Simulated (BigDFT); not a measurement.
**Cost and results of several set-ups: the molecule C₃H₇FSi**

SMILES: F[C@H]1CC[SiH2]1
```xyz
12

F      0.0588     1.7948    -1.1800
C      0.2585     1.1593    -0.0021
C     -0.9429     0.2944     0.5097
C     -0.5694    -0.9928    -0.2904
Si     1.2418    -0.4626    -0.1784
H      0.6666     1.8312     0.7590
H     -0.9496     0.1520     1.6014
H     -1.9266     0.7053     0.2506
H     -0.9446    -1.0041    -1.3181
H     -0.8246    -1.9341     0.2014
H      2.0257    -0.6372    -1.4299
H      1.9063    -0.9062     1.0769
```

Base run: BigDFT with PBE, Daubechies wavelet basis, HGH (Krack) norm-conserving potentials made for PBE, isolated boundary conditions. Its settings: basis = Daubechies wavelets; dft.hgrids = 0.324 bohr; dft.rmult = 5 8; dft.ixc = 11; potentials = built-in HGH-K PBE; boundary_conditions = free; dft.gnrm_cv = 1e-04; dft.itermax = 80; dft.idsx = 6; dft.nrepmax = 3.

The grid can part forces that symmetry would make equal. Forces above 1 eV/Å remain at this geometry. The geometry comes from a cheaper method or was typed, in some cases with atoms then moved at random; it is not relaxed at this level, and the species need not be a known compound.

Runs, by their change from the base:
- A: dft.hgrids: 0.324 bohr → 0.518 bohr; dft.rmult: 5 8 → 3.5 5
- B: dft.hgrids: 0.324 bohr → 0.437 bohr; dft.rmult: 5 8 → 4 6
- C: dft.hgrids: 0.324 bohr → 0.372 bohr; dft.rmult: 5 8 → 5 7
- D: base settings
- E: dft.rmult: 5 8 → 6 8

Differences from run E, taken as the yardstick (the dearest here, which need not be the most accurate); core times are rough figures from one shared machine:

```csv
run,core time (% of E),Δ energy (meV/atom),largest change of a force vector (eV/Å)
A,10,688.3,31.959
B,20,185.9,7.355
C,40,21.0,1.562
D,70,0.7,0.073
E,100,0.0,0.000
```
